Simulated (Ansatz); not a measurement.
**Phonon dispersion of Zn₄SeS₃**

Theory: DFT PBE, scalar-relativistic, plane waves, PAW (Ansatz). Settings: 420 eV plane-wave cutoff, Γ-centred 8×8×8 mesh, fixed occupations. No spin polarisation. Phonons by linear response, acoustic sum rule imposed.

Equilibrium structure at this level:
```xyz
8
Lattice="-2.7580 2.7580 5.5128 2.7580 -2.7580 5.5128 2.7580 2.7580 -5.5128" Properties=species:S:1:pos:R:3 pbc="T T T"
Zn    1.4239   -1.4239    6.9269
Zn    1.3341    1.3341   -1.4140
Zn   -1.4239    1.4239    6.9269
Zn    1.4239    1.4239    4.0988
Se    0.0000    0.0000    5.5128
S     0.0000    2.7580    2.7564
S     2.7580    0.0000    2.7564
S     0.0000    0.0000    0.0000
```

The structure comes from a generated guess, relaxed at this level; another structure or a mixture of phases may lie lower. The q mesh is coarse, so values between its points are rough. The run warned that its linear response isn't converged on this k mesh, so dielectric tensors, Born charges and infrared intensities are rough, and the frequencies may be too.

Force constants from linear response on a 2×2×2 q mesh.

**Question.** Is the structure dynamically stable on this mesh?

**Answer.** Yes, on this mesh: no mode is imaginary.

**Question.** Give the frequencies (cm⁻¹; i marks imaginary ones) at the irreducible q points, in fractions of the reciprocal vectors, the Γ row without the LO field.

**Answer.**
| q | star | frequencies |
| --- | --- | --- |
| 0.000 0.000 0.000 | 1 | 0 0 0 82 82 95 95 106 111 179 182 201 204 204 205 263 263 268 283 283 289 300 306 306 |
| 0.000 0.000 -0.500 | 2 | 63 65 65 68 72 75 100 100 156 160 181 185 207 208 212 267 268 272 278 280 297 300 305 314 |
| 0.000 -0.500 0.000 | 4 | 67 71 80 82 86 89 106 109 136 143 173 175 206 206 217 271 276 277 279 284 299 303 310 315 |
| -0.500 -0.500 -0.500 | 1 | 67 67 74 74 80 85 85 86 126 137 199 202 205 205 221 271 271 285 285 286 294 294 309 313 |
